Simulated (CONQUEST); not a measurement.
Input and output of a self-consistent single point for Zn3CdS4 (P-43m, 8 atoms in the cell; from Materials Project mp-981379, changed as shown) (CONQUEST).

All values come from this method and carry its errors: CONQUEST with PBEsol, numerical atomic orbitals double-zeta with polarisation (the shipped basis), PseudoDojo norm-conserving potentials made for PBEsol.

The change in words: volume scaled by 0.96. Reference geometry (P-43m):
```
Zn3CdS4
1.0
    5.55344     0.00000     0.00000
    0.00000     5.55344     0.00000
    0.00000     0.00000     5.55344
Zn Cd S
3 1 4
Direct
  0.00000   0.50000   0.50000
  0.50000   0.00000   0.50000
  0.50000   0.50000   0.00000
  0.00000   0.00000   0.00000
  0.26268   0.26268   0.26268
  0.26268   0.73732   0.73732
  0.73732   0.73732   0.26268
  0.73732   0.26268   0.73732
```

Reference input (self-consistent single point, DFT, PBEsol, numerical atomic orbitals double-zeta with polarisation (the shipped basis), PseudoDojo norm-conserving potentials made for PBEsol): basis = DZP; Diag.MPMeshX, Y, Z = 5 5 5; potentials = PseudoDojo norm-conserving PBEsol; Grid.GridCutoff = 175 Ha; DM.SolutionMethod = diagon; Diag.kT = 0.0001 Ha; Diag.GammaCentred = true; minE.SCTolerance = 1.0e-06; SC.MaxIters = 100; SC.LinearMixingFactor = 0.5; AtomMove.TypeOfRun = static. This run's input differs from it in these lines:

```diff
@@ -31,14 +31,14 @@
 # file: Zn3CdS4.in
-     5.553445000      0.000000000      0.000000000
-     0.000000000      5.553445000      0.000000000
-     0.000000000      0.000000000      5.553445000
+     5.478390000      0.000000000      0.000000000
+     0.000000000      5.478390000      0.000000000
+     0.000000000      0.000000000      5.478390000
 8
-    0.000000000     2.776722500     2.776722500  1 T T T
-    2.776722500     0.000000000     2.776722500  1 T T T
-    2.776722500     2.776722500     0.000000000  1 T T T
+    0.000000000     2.739195000     2.739195000  1 T T T
+    2.739195000     0.000000000     2.739195000  1 T T T
+    2.739195000     2.739195000     0.000000000  1 T T T
     0.000000000     0.000000000     0.000000000  2 T T T
-    1.458778933     1.458778933     1.458778933  3 T T T
-    1.458778933     4.094666067     4.094666067  3 T T T
-    4.094666067     4.094666067     1.458778933  3 T T T
-    4.094666067     1.458778933     4.094666067  3 T T T
+    1.439063485     1.439063485     1.439063485  3 T T T
+    1.439063485     4.039326515     4.039326515  3 T T T
+    4.039326515     4.039326515     1.439063485  3 T T T
+    4.039326515     1.439063485     4.039326515  3 T T T
```

Output, abridged:

```
    PulayMixSC: Starting Pulay mixing, A_up =  0.500 A_dn =  0.500
    PulayMixSC: Spin non-polarised calculation.
          Harris-Foulkes Energy            :      -846.228124883165719 Ha
    PulayMixSC: Pulay iteration     1 residual:              0.14977E-02
          Harris-Foulkes Energy            :      -846.160092652614026 Ha
    PulayMixSC: Pulay iteration     2 residual:              0.61731E-03
          Harris-Foulkes Energy            :      -846.157201780404876 Ha
    PulayMixSC: Pulay iteration     3 residual:              0.28523E-03
          Harris-Foulkes Energy            :      -846.157013325973594 Ha
    PulayMixSC: Pulay iteration     4 residual:              0.37252E-04
          Harris-Foulkes Energy            :      -846.156936723413651 Ha
    PulayMixSC: Pulay iteration     5 residual:              0.75814E-05
          Harris-Foulkes Energy            :      -846.156935180756591 Ha
    PulayMixSC: Pulay iteration     6 residual:              0.21456E-05
          Harris-Foulkes Energy            :      -846.156935118724050 Ha
    PulayMixSC: Pulay iteration     7 residual:              0.19194E-06
    PulayMixSC: Reached SCF tolerance of  0.19194E-06 after      7 iterations
      | Number of electrons      =       104.000067
      |* Harris-Foulkes energy   =      -846.156935118724050 Ha
      |* DFT total energy        =      -846.156935117963712 Ha

    force: Forces on atoms (Ha/A )
    force:  Atom   X              Y              Z
    force:     1   0.0000000000  -0.0000000000  -0.0000000000
    force:     2  -0.0000000000   0.0000000000   0.0000000000
    force:     3  -0.0000000000  -0.0000000000   0.0000000000
    force:     4   0.0000000000   0.0000000000  -0.0000000000
    force:     5  -0.0016937770  -0.0016937770  -0.0016937770
    force:     6  -0.0016937770   0.0016937770   0.0016937770
    force:     7   0.0016937770   0.0016937770  -0.0016937770
    force:     8   0.0016937770  -0.0016937770   0.0016937770

   [... lines left out ...]
    force: Maximum force :        0.00169378(Ha/A ) on atom         7 in z direction
   [... lines left out ...]
    force: Force Residual:        0.00207444 Ha/A
    force: Total stress:         -1.81845360     0.00000000     0.00000000 GPa
                             0.00000000    -1.81845360     0.00000000
                             0.00000000     0.00000000    -1.81845360
    force: Average pressure:      1.81845360 GPa

    get_E_and_F: Change in energy during last step of electronic optimisation:  0.62033E-07
```

The run converged in 7 iterations. CONQUEST prints the stress tensor with tension positive. Against the reference run the free energy goes up by 1.6 meV/atom and the pressure goes from -1.14 to 1.82 GPa.

The program uses no crystal symmetry, so grid and mesh can part values that symmetry would make equal. The atom-centred basis is finite, which shifts total energies and pressures against plane waves. The structure comes from a collection of computed structures, made at another level of theory; the collection holds predicted forms beside known ones. Its lattice was then scaled.

Cost on one core: very roughly 50 core-seconds.
